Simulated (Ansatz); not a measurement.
**Calculated with Ansatz: TlAgHg2, single run**

Input:

```yaml
crystal:
  lattice:
    - [0.0, 3.784311, 0.0]
    - [3.784311, 0.0, 0.0]
    - [1.892156, 1.892156, -7.346584]
  atoms:
    - { symbol: Ag, position: [0.75, 0.25, 0.5] }
    - { symbol: Tl, position: [0.0, 0.0, 0.0] }
    - { symbol: Hg, position: [0.369, 0.369, 0.262] }
    - { symbol: Hg, position: [0.631, 0.631, 0.738] }
  symmetry: { tolerance: 0.0003 }
kpoints:
  mp_grid: { grid: [5, 5, 5], shift: [0, 0, 0] }
magnetization:
  spin_polarized: false
scf:
  occupations: { method: fermi_dirac, width: 0.1443 }
  convergence: { dr2_threshold: 1.0e-11 }
  lower_state_search: standard
hamiltonian:
  pseudopotentials: { kind: paw }
  xc: revpbe
basis:
  ecutwfc: 420
output:
  forces: true
  stress: true
  eigenvalues: true
```

Run with:

```bash
ansatz run input.yaml --threads 1 --pin off --max-ram 2560MiB --backend cpu --events-out ev --progress --plain --runs-dir out
```

Origin of the cell: a known structure type with other elements, at an estimated volume, so it need not be a known compound.

Output (shortened):

```
band count auto-derived: 45 (N_el = 72.0; filled up to band 36; 44 by the electrons, moments and atoms)
Pseudopotentials: kind: paw
Pseudopotential: Ag, paw, valence charge 19, recommended cutoff 420 eV (normal), Ag.paw.azcp
Pseudopotential: Tl, paw, valence charge 13, recommended cutoff 420 eV (normal), Tl.paw.azcp
Pseudopotential: Hg, paw, valence charge 20, recommended cutoff 420 eV (normal), Hg.paw.azcp
Functional definition: revPBE
  exchange = pbe_x(kappa = kappa, mu = beta*pi^2/3)
  correlation = pbe_c(beta = beta)
Crystal: 4 atoms, lattice volume = 105.211 Å³
Basis set: ecut = 420 eV, 2013 PW (Γ), exchange–correlation on 54×54×108 points (8 copies of the dense FFT grid, shifted against one another)
Bands: 45, of which v1, the nominal top of the filled ones, is band 36 counted from 1 (35 counted from 0)
Symmetry: 8 space group operations
[… 11 lines left out …]
Initial density: superposition of atomic densities (neutral atoms: chi_scale 0, normalization atom), corrected by the library's trained network
Functional: x = revpbe(κ = 1.245, μ = 0.219515), c = pbe(β = 0.066725)
SCF iter   1: F=—  HF=-46697.648090 eV  Δρ=2.99e-3  dr2=1.25e-2  defer=7
SCF iter   2: F=—  HF=-46697.652967 eV  Δρ=3.53e-3  dr2=1.22e-2  defer=7
SCF iter   3: F=—  HF=-46697.649677 eV  Δρ=8.39e-4  dr2=5.87e-4  defer=7
SCF iter   4: F=—  HF=-46697.649556 eV  Δρ=2.30e-4  dr2=6.75e-5  defer=7
SCF iter   5: F=—  HF=-46697.649543 eV  Δρ=4.39e-5  dr2=2.08e-6  defer=7
SCF iter   6: F=—  HF=-46697.649547 eV  Δρ=1.38e-5  dr2=2.11e-7  defer=7
SCF iter   7: F=—  HF=-46697.649547 eV  Δρ=4.10e-6  dr2=1.68e-8  defer=7
SCF iter   8: F=—  HF=-46697.649547 eV  Δρ=1.21e-6  dr2=1.84e-9  defer=7
SCF iter   9: F=—  HF=-46697.649547 eV  Δρ=3.22e-7  dr2=8.23e-11  defer=7
SCF iter  10: F=-46697.649547 eV  HF=-46697.649547 eV  Δρ=7.65e-8  dr2=5.22e-12
SCF 1 converged in 10 iterations: F = -46697.649547 eV  dr2 = 5.22e-12
SCF converged after 10 iterations
Free energy (F): -46697.649547 eV
Harris-Foulkes:  -46697.649547 eV  (|F-HF|=1.46e-11)
Internal energy: -46697.535435 eV  (E = F + TS)
E sigma→0 (E₀):  -46697.592491 eV
Entropy (-TS):   -0.114112 eV (-28.528 meV/atom)
Fermi energy:    12.104502 eV
--- Per-component energies (eV) ---
  E_band       = -1206.031344
  E_kinetic    = 2074.419144
  E_local      = -10042.440953  (includes V_loc(G=0)·N_el)
  E_nonlocal   = 539.217413
  E_hartree    = 4347.613409
  E_xc         = -859.099289
  E_vxc        = -903.331360  (∫ρ·V_xc dr)
  E_paw        = -33992.940455  (= ΣΔE_a)
  E_vpaw       = -1569.124577  (= ΣTr[D̂ρ^β])
  E_aug_tail   = 0.002226  (compensation charges beyond the density's cutoff)
  E_ewald      = -8764.213714
  E_core_change = -0.093216  (= ΣΔE_core)
  E_smearing   = -0.114112  (= −TS)
  Σ components = -46697.649547   (vs F -46697.649547, Δ=0.00e0)
--- Forces (eV/Å), atoms counted from 1 ---
  atom   1  Ag     0.000000     0.000000     0.000000
  atom   2  Tl     0.000000     0.000000    -0.000000
  atom   3  Hg    -0.000000    -0.000000     1.614229
  atom   4  Hg     0.000000     0.000000    -1.614229
  max |Σ_I F_I| component: 1.30e-16 eV/Å
--- Stress (GPa, compression-positive) ---
        7.326112       0.000000      -0.000000
        0.000000       7.326112      -0.000000
       -0.000000      -0.000000      10.597986
  P = ⅓ Tr σ = 8.4167 GPa (84.167 kbar)
```

Caveats: forces of this functional can be a tenth off on datasets made under PBE; no spin-orbit coupling, though heavy elements are present; the k mesh is coarse if the cell is a metal.

Time: 7 s on 1 thread of Intel(R) Xeon(R) Platinum 8559C (Emerald Rapids) (shared host), peak memory 0.5 GiB, from the program's own first density.
